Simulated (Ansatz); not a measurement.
Rocksalt alloy of MgO and ZnO (4 of 32 Mg sites exchanged), 64 atoms

Ansatz, PAW, plane waves. PBEsol relaxation of volume and atoms (shape held) at the single k point (¼, ¼, ¼) without its symmetry partners; single points on the relaxed atoms at the Γ point alone, onto which points of the small cell's zone fold. Arrangement: random. No spin–orbit coupling unless named.

Relaxed structure:

```xyz
64
Lattice="8.4416 0.0000 0.0000 0.0000 8.4416 0.0000 0.0000 0.0000 8.4416" Properties=species:S:1:pos:R:3 pbc="T T T"
O     2.1115    0.0021    8.4351
O     2.1119    0.0018    4.2204
O     2.1116    4.2272    8.4353
O     2.1119    4.2276    4.2201
O     6.3285    0.0008    8.4123
O     6.3289    8.4239    4.2408
O     6.3281    4.2269    8.4122
O     6.3302    4.2495    4.2422
O     8.4380    2.1149    0.0018
O     0.0188    2.1158    4.2162
O     8.4380    6.3357    0.0007
O     8.4383    6.3362    4.2132
O     4.2233    2.1145    0.0014
O     4.2015    2.1139    4.2140
O     4.2241    6.3357    0.0223
O     4.2228    6.3347    4.1909
O     0.0212    0.0073    2.1093
O     8.4406    0.0070    6.3264
O     0.0211    4.2245    2.1091
O     8.4406    4.2231    6.3267
O     4.1986    0.0053    2.1076
O     4.2217    0.0283    6.3264
O     4.1989    4.2217    2.1076
O     4.2203    4.2010    6.3251
O     2.1094    2.1147    2.1070
O     2.1093    2.1146    6.3296
O     2.1091    6.3355    2.1063
O     2.0882    6.3350    6.3275
O     6.3305    2.1142    2.0906
O     6.3323    2.1156    6.3523
O     6.3319    6.3353    2.1054
O     6.3524    6.3365    6.3289
Mg    8.4389    0.0045    8.4398
Mg    8.4365    0.0061    4.2156
Mg    8.4388    4.2252    8.4399
Mg    8.4365    4.2243    4.2157
Mg    4.2226    0.0029    8.4384
Mg    4.2249    0.0045    4.2161
Mg    4.2224    4.2258    8.4384
Mg    4.2249    4.2248    4.2162
Mg    2.1105    2.1147    8.4401
Mg    2.1105    2.1148    4.2173
Mg    2.1118    6.3354    8.4375
Mg    2.1118    6.3354    4.2177
Mg    6.3299    2.1148    0.0007
Mg    6.3290    6.3356    8.4382
Mg    6.3294    6.3358    4.2155
Mg    2.1105    0.0048    2.1078
Mg    2.1117    0.0033    6.3269
Mg    2.1105    4.2246    2.1078
Mg    2.1116    4.2262    6.3267
Mg    6.3292    0.0041    6.3266
Mg    6.3293    4.2257    6.3265
Mg    8.4344    2.1150    2.1110
Mg    8.4396    2.1151    6.3277
Mg    8.4387    6.3357    2.1077
Mg    8.4399    6.3358    6.3269
Mg    4.2269    2.1143    2.1102
Mg    4.2221    2.1146    6.3273
Mg    4.2229    6.3353    2.1070
Zn    6.3302    2.1150    4.2252
Zn    6.3299    0.0020    2.1043
Zn    6.3299    4.2273    2.1046
Zn    4.2223    6.3354    6.3264
```

Q: What are the mean bond lengths by pair (pairs within 1.2 times the sum of covalent radii, less contacts 15 % beyond the pair's median; cation–cation pairs of compounds aside; long ionic contacts are cut short by that bound)?

A: Mg–O 2.108 ± 0.008 Å (standard deviation, 168 bonds); O–Zn 2.129 ± 0.009 Å (standard deviation, 24 bonds).

Q: What gap lies between the top filled and the lowest empty level in the single points?

A: HSE06 5.50 eV (17 s on NVIDIA GB300).
